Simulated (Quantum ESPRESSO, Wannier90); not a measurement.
## Wannier functions of Ta2C (P-3m1)

Materials Project entry mp-7088; symmetrised, unrelaxed at this level. COD (Crystallography Open Database) has an entry of this formula and space group (matched by these alone). Level: LDA, no spin polarisation, no spin-orbit coupling; pw.x of Quantum ESPRESSO at 66 Ry with PseudoDojo potentials, 6×6×4 k-points, Wannier90. Density: 12×12×6 mesh, cold smearing 0.01 Ry. Spin-orbit coupling is left out although heavy elements are present.

On the energy scale of pw.x, whose zero is arbitrary, the Fermi level lies at 17.93 eV.

Input w.win:

```
num_bands = 34
num_wann = 22
exclude_bands = 1-8
num_iter = 1000
conv_tol = 1.0e-6
conv_window = 4
dis_num_iter = 1000
dis_conv_tol = 1.0e-6
dis_froz_max = 18.93
write_hr = true
write_u_matrices = true
begin projections
f=0.34812,-0.32090,0.24869: s;p;d
f=-0.34026,0.32234,-0.26200: s;p;d
f=-0.01348,-0.00480,-0.00684: s;p
end projections
begin unit_cell_cart
ang
    3.1148900563    0.0000000000    0.0000000000
   -1.5574450281    2.6975739187    0.0000000000
    0.0000000000    0.0000000000    4.9393000000
end unit_cell_cart
begin atoms_frac
Ta   0.3333333333 -0.3333333333  0.2539000000
Ta  -0.3333333333  0.3333333333 -0.2539000000
C    0.0000000000  0.0000000000  0.0000000000
end atoms_frac
mp_grid = 6 6 4
begin kpoints
0.0000000000 0.0000000000 0.0000000000
0.0000000000 0.0000000000 0.2500000000
0.0000000000 0.0000000000 0.5000000000
... (141 more lines: the 6x6x4 mesh through Gamma)
end kpoints
```

Input of pw2wannier90.x that gives the overlap and projection files (equivalent; here they were cut from one run over all bands):

```
&inputpp
  outdir = './out'
  prefix = 'pwscf'
  seedname = 'w'
  write_amn = .true.
  write_mmn = .true.
/
```

Output w.wout (banner and timings cut):

```
                                    ------
                                    SYSTEM
                                    ------

                              Lattice Vectors (Ang)
                    a_1     3.114890   0.000000   0.000000
                    a_2    -1.557445   2.697574   0.000000
                    a_3     0.000000   0.000000   4.939300

                   Unit Cell Volume:      41.50319  (Ang^3)

                        Reciprocal-Space Vectors (Ang^-1)
                    b_1     2.017145   1.164599  -0.000000
                    b_2     0.000000   2.329199   0.000000
                    b_3     0.000000  -0.000000   1.272080

 *----------------------------------------------------------------------------*
 |   Site       Fractional Coordinate          Cartesian Coordinate (Ang)     |
 +----------------------------------------------------------------------------+
 | ta   1   0.33333  -0.33333   0.25390   |    1.55745  -0.89919   1.25409    |
 | ta   2  -0.33333   0.33333  -0.25390   |   -1.55745   0.89919  -1.25409    |
 | c    1   0.00000   0.00000   0.00000   |    0.00000   0.00000   0.00000    |
 *----------------------------------------------------------------------------*
                                ------------
                                K-POINT GRID
                                ------------

             Grid size =  6 x  6 x  4      Total points =  144

 *---------------------------------- MAIN ------------------------------------*
 |  Number of Wannier Functions               :                22             |
 |  Number of Objective Wannier Functions     :                22             |
 |  Number of input Bloch states              :                34             |
 |  Output verbosity (1=low, 5=high)          :                 1             |
 |  Timing Level (1=low, 5=high)              :                 1             |
 |  Optimisation (0=memory, 3=speed)          :                 3             |
 |  Length Unit                               :               Ang             |
 |  Post-processing setup (write *.nnkp)      :                 F             |
 |  Using Gamma-only branch of algorithms     :                 F             |
 *----------------------------------------------------------------------------*
 *------------------------------- WANNIERISE ---------------------------------*
 |  Total number of iterations                :              1000             |
 |  Number of CG steps before reset           :                 5             |
 |  Trial step length for line search         :             2.000             |
 |  Convergence tolerence                     :         0.100E-05             |
 |  Convergence window                        :                 4             |
 |  Iterations between writing output         :                 1             |
 |  Iterations between backing up to disk     :               100             |
 |  Write r^2_nm to file                      :                 F             |
 |  Write xyz WF centres to file              :                 F             |
 |  Write on-site energies <0n|H|0n> to file  :                 F             |
 |  Use guiding centre to control phases      :                 F             |
 |  Use phases for initial projections        :                 F             |
 *----------------------------------------------------------------------------*
 *------------------------------- DISENTANGLE --------------------------------*
 |  Using band disentanglement                :                 T             |
 |  Total number of iterations                :              1000             |
 |  Mixing ratio                              :             0.500             |
 |  Convergence tolerence                     :         1.000E-06             |
 |  Convergence window                        :                 3             |
 *----------------------------------------------------------------------------*
 *-------------------------------- PLOTTING ----------------------------------*
 |  Plotting Hamiltonian in WF basis          :                 T             |
 *----------------------------------------------------------------------------*

 *---------------------------------- K-MESH ----------------------------------*
 +----------------------------------------------------------------------------+
 |                    Distance to Nearest-Neighbour Shells                    |
 |                    ------------------------------------                    |
 |          Shell             Distance (Ang^-1)          Multiplicity         |
 |          -----             -----------------          ------------         |
 |             1                   0.318020                      2            |
 |             2                   0.388200                      6            |
 |             3                   0.501832                     12            |
 |             4                   0.636040                      2            |
 |             5                   0.672382                      6            |
 |             6                   0.743797                     12            |
 |             7                   0.745148                     12            |
 |             8                   0.776400                      6            |
       ... (lines left out)
 +----------------------------------------------------------------------------+
 | The b-vectors are chosen automatically                                     |
 | The following shells are used:                       1,  2                 |
 +----------------------------------------------------------------------------+
 |                        Shell   # Nearest-Neighbours                        |
 |                        -----   --------------------                        |
 |                          1               2                                 |
 |                          2               6                                 |
 +----------------------------------------------------------------------------+
 | Completeness relation is fully satisfied [Eq. (B1), PRB 56, 12847 (1997)]  |
 +----------------------------------------------------------------------------+
 |                  b_k Vectors (Ang^-1) and Weights (Ang^2)                  |
 |                  ----------------------------------------                  |
 |            No.         b_k(x)      b_k(y)      b_k(z)        w_b           |
 |            ---        --------------------------------     --------        |
 |             1         0.000000    0.000000    0.318020     4.943802        |
 |             2         0.000000    0.000000   -0.318020     4.943802        |
 |             3         0.000000    0.388200    0.000000     2.211914        |
 |             4         0.336191    0.194100    0.000000     2.211914        |
 |             5         0.000000   -0.388200    0.000000     2.211914        |
 |             6         0.336191   -0.194100    0.000000     2.211914        |
 |             7        -0.336191   -0.194100    0.000000     2.211914        |
 |             8        -0.336191    0.194100    0.000000     2.211914        |
 +----------------------------------------------------------------------------+
 |                           b_k Directions (Ang^-1)                          |
 |                           -----------------------                          |
 |            No.           x           y           z                         |
 |            ---        --------------------------------                     |
 |             1         0.000000    0.000000    0.318020                     |
 |             2         0.000000    0.388200    0.000000                     |
 |             3         0.336191    0.194100    0.000000                     |
 |             4         0.336191   -0.194100    0.000000                     |
 +----------------------------------------------------------------------------+

 Starting a new Wannier90 calculation ...

 Reading overlaps from w.mmn

 Reading projections from w.amn

 *------------------------------- DISENTANGLE --------------------------------*
 +----------------------------------------------------------------------------+
 |                              Energy  Windows                               |
 |                              ---------------                               |
 |                   Outer:    5.10003  to   51.57198  (eV)                   |
 |                   Inner:    5.10003  to   18.93000  (eV)                   |
 +----------------------------------------------------------------------------+
   Number of target bands to extract:   22

                   Unitarised projection of Wannier functions
                   ------------------------------------------
   A_mn = <psi_m|g_n> --> S = A.A^+ --> U = S^-1/2.A
   In dis_project... done
   Using an inner window (linner = T)
   In dis_proj_froz... done

                   Extraction of optimally-connected subspace
                   ------------------------------------------
 +---------------------------------------------------------------------+<-- DIS
 |  Iter     Omega_I(i-1)      Omega_I(i)      Delta (frac.)           |<-- DIS
 +---------------------------------------------------------------------+<-- DIS
       1      24.95218383      23.72810414       5.159E-02    <-- DIS
       2      24.10778871      23.34645406       3.261E-02    <-- DIS
       3      23.65533856      23.07534916       2.513E-02    <-- DIS
       4      23.30843300      22.87148461       1.910E-02    <-- DIS
       5      23.04441739      22.71457906       1.452E-02    <-- DIS
       6      22.84261416      22.59183663       1.110E-02    <-- DIS
       ... (lines left out)
     101      21.97966846      21.97933859       1.501E-05    <-- DIS
       ... (lines left out)
     201      21.96345929      21.96336204       4.428E-06    <-- DIS
       ... (lines left out)
     301      21.95640188      21.95635351       2.203E-06    <-- DIS
       ... (lines left out)
     401      21.95186107      21.95182356       1.709E-06    <-- DIS
       ... (lines left out)
     501      21.94836372      21.94833234       1.429E-06    <-- DIS
       ... (lines left out)
     601      21.94563089      21.94560669       1.103E-06    <-- DIS
       ... (lines left out)
     632      21.94492711      21.94490521       9.979E-07    <-- DIS
     633      21.94490549      21.94488367       9.945E-07    <-- DIS
     634      21.94488394      21.94486218       9.911E-07    <-- DIS

             <<<      Delta < 1.000E-06  over  3 iterations     >>>
             <<< Disentanglement convergence criteria satisfied >>>

        Final Omega_I    21.94486218 (Ang^2)

 +----------------------------------------------------------------------------+

 Writing checkpoint file w.chk... done

 *------------------------------- WANNIERISE ---------------------------------*
 +--------------------------------------------------------------------+<-- CONV
 | Iter  Delta Spread     RMS Gradient      Spread (Ang^2)            |<-- CONV
 +--------------------------------------------------------------------+<-- CONV

 ------------------------------------------------------------------------------
 Initial State
  WF centre and spread    1  (  1.531114, -0.934154,  1.286195 )     2.58981794
  WF centre and spread    2  (  1.576525, -0.877811,  0.998320 )     3.10500770
  WF centre and spread    3  (  1.613103, -0.971635,  1.286855 )     3.01133085
  WF centre and spread    4  (  1.558893, -0.744115,  1.287210 )     3.01135296
  WF centre and spread    5  (  1.554993, -0.902104,  1.271108 )     1.41560988
  WF centre and spread    6  (  1.548255, -0.894451,  1.281123 )     1.08886608
  WF centre and spread    7  (  1.559624, -0.912852,  1.275078 )     1.08807013
  WF centre and spread    8  (  1.548014, -0.910389,  1.284520 )     1.14200465
  WF centre and spread    9  (  1.546043, -0.913339,  1.277209 )     1.15901200
  WF centre and spread   10  ( -1.548490,  0.931821, -1.195881 )     2.61283646
  WF centre and spread   11  ( -1.557618,  0.881706, -1.114986 )     3.12730721
  WF centre and spread   12  ( -1.551162,  0.973751, -1.304705 )     3.04821415
  WF centre and spread   13  ( -1.564886,  0.760940, -1.302434 )     3.05772440
  WF centre and spread   14  ( -1.556703,  0.901401, -1.227089 )     1.42601295
  WF centre and spread   15  ( -1.555189,  0.903563, -1.260910 )     1.09066296
  WF centre and spread   16  ( -1.557741,  0.903740, -1.257753 )     1.09849509
  WF centre and spread   17  ( -1.556730,  0.913348, -1.289431 )     1.14584310
  WF centre and spread   18  ( -1.555287,  0.907648, -1.283655 )     1.15782091
  WF centre and spread   19  ( -0.034780, -0.012959, -0.028764 )     0.79463316
  WF centre and spread   20  ( -0.007990, -0.003484,  0.021411 )     0.74216752
  WF centre and spread   21  (  0.019338, -0.001579, -0.006621 )     0.72642966
  WF centre and spread   22  ( -0.007415,  0.005429, -0.007938 )     0.72147474
  Sum of centres and spreads (  0.001913,  0.004474, -0.011136 )    38.36069450

      0     0.384E+02     0.0000000000       38.3606944727  <-- CONV
        O_D=      0.0835396 O_OD=     16.3322927 O_TOT=     38.3606945 <-- SPRD
 ------------------------------------------------------------------------------
      1    -0.145E+01     0.6079151932       36.9063213237  <-- CONV
        O_D=      0.1104680 O_OD=     14.8509911 O_TOT=     36.9063213 <-- SPRD
      2    -0.591E+00     0.7004898052       36.3150714711  <-- CONV
        O_D=      0.0767697 O_OD=     14.2934396 O_TOT=     36.3150715 <-- SPRD
      3    -0.267E+00     0.4525119321       36.0485549546  <-- CONV
        O_D=      0.0499044 O_OD=     14.0537884 O_TOT=     36.0485550 <-- SPRD
      4    -0.176E+00     0.3273534478       35.8727961987  <-- CONV
        O_D=      0.0617722 O_OD=     13.8661618 O_TOT=     35.8727962 <-- SPRD
      5    -0.289E+00     0.3561445959       35.5840177654  <-- CONV
        O_D=      0.0930652 O_OD=     13.5460904 O_TOT=     35.5840178 <-- SPRD
       ... (lines left out)
    100    -0.102E-02     0.0261578654       27.2866610114  <-- CONV
        O_D=      0.0322766 O_OD=      5.3095222 O_TOT=     27.2866610 <-- SPRD
       ... (lines left out)
    200    -0.510E-04     0.0055446654       27.2619795592  <-- CONV
        O_D=      0.0315489 O_OD=      5.2855685 O_TOT=     27.2619796 <-- SPRD
       ... (lines left out)
    300    -0.309E-04     0.0047437711       27.2572619288  <-- CONV
        O_D=      0.0314553 O_OD=      5.2809444 O_TOT=     27.2572619 <-- SPRD
       ... (lines left out)
    400    -0.538E-04     0.0059058857       27.2528406007  <-- CONV
        O_D=      0.0313993 O_OD=      5.2765791 O_TOT=     27.2528406 <-- SPRD
       ... (lines left out)
    500    -0.792E-04     0.0069074918       27.2433215321  <-- CONV
        O_D=      0.0321903 O_OD=      5.2662691 O_TOT=     27.2433215 <-- SPRD
       ... (lines left out)
    600    -0.271E-04     0.0044911503       27.2363826498  <-- CONV
        O_D=      0.0332020 O_OD=      5.2583185 O_TOT=     27.2363826 <-- SPRD
       ... (lines left out)
    700    -0.315E-05     0.0014398555       27.2350449850  <-- CONV
        O_D=      0.0334898 O_OD=      5.2566930 O_TOT=     27.2350450 <-- SPRD
       ... (lines left out)
    761    -0.684E-06     0.0006299615       27.2349237619  <-- CONV
        O_D=      0.0335574 O_OD=      5.2565042 O_TOT=     27.2349238 <-- SPRD
    762    -0.982E-06     0.0006162004       27.2349227799  <-- CONV
        O_D=      0.0335585 O_OD=      5.2565021 O_TOT=     27.2349228 <-- SPRD
    763    -0.961E-06     0.0011324237       27.2349218192  <-- CONV
        O_D=      0.0335589 O_OD=      5.2565008 O_TOT=     27.2349218 <-- SPRD
             <<<     Delta < 1.000E-06  over  4 iterations     >>>
             <<< Wannierisation convergence criteria satisfied >>>
 Final State
  WF centre and spread    1  (  0.765530, -1.408051,  1.242019 )     1.58307967
  WF centre and spread    2  (  1.563846, -0.890334,  0.169146 )     1.40580936
  WF centre and spread    3  (  2.234525, -1.471501,  1.247063 )     1.56377755
  WF centre and spread    4  (  1.297040, -0.050672,  1.280280 )     1.56100725
  WF centre and spread    5  (  1.514912, -0.933157,  2.069686 )     1.45891498
  WF centre and spread    6  (  1.564503, -0.896991,  1.218590 )     1.04736679
  WF centre and spread    7  (  1.558702, -0.894322,  1.224265 )     1.04357455
  WF centre and spread    8  (  1.411811, -0.998525,  1.369332 )     1.26541760
  WF centre and spread    9  (  2.100526, -0.549454,  1.482511 )     1.50530761
  WF centre and spread   10  ( -2.163640,  1.534400, -1.268134 )     1.54445974
  WF centre and spread   11  ( -1.564044,  0.900349, -0.170876 )     1.40089247
  WF centre and spread   12  ( -0.852290,  1.457132, -1.239330 )     1.55352331
  WF centre and spread   13  ( -1.555530,  0.013912, -1.218963 )     1.52817787
  WF centre and spread   14  ( -1.548339,  0.952327, -2.067740 )     1.45424719
  WF centre and spread   15  ( -1.558440,  0.895404, -1.210212 )     1.05019697
  WF centre and spread   16  ( -1.556718,  0.890193, -1.236154 )     1.03971289
  WF centre and spread   17  ( -2.089671,  0.717875, -1.451564 )     1.45932985
  WF centre and spread   18  ( -1.125592,  0.738585, -1.440015 )     1.40504562
  WF centre and spread   19  ( -0.221520, -0.159922, -0.249122 )     0.58991519
  WF centre and spread   20  ( -0.092293, -0.101360,  0.352798 )     0.58726986
  WF centre and spread   21  (  0.341056, -0.097369, -0.069428 )     0.59375694
  WF centre and spread   22  ( -0.026511,  0.359440, -0.032600 )     0.59413857
  Sum of centres and spreads ( -0.002135,  0.007959,  0.001552 )    27.23492184

         Spreads (Ang^2)       Omega I      =    21.944862185
        ================       Omega D      =     0.033558878
                               Omega OD     =     5.256500756
    Final Spread (Ang^2)       Omega Total  =    27.234921819
```
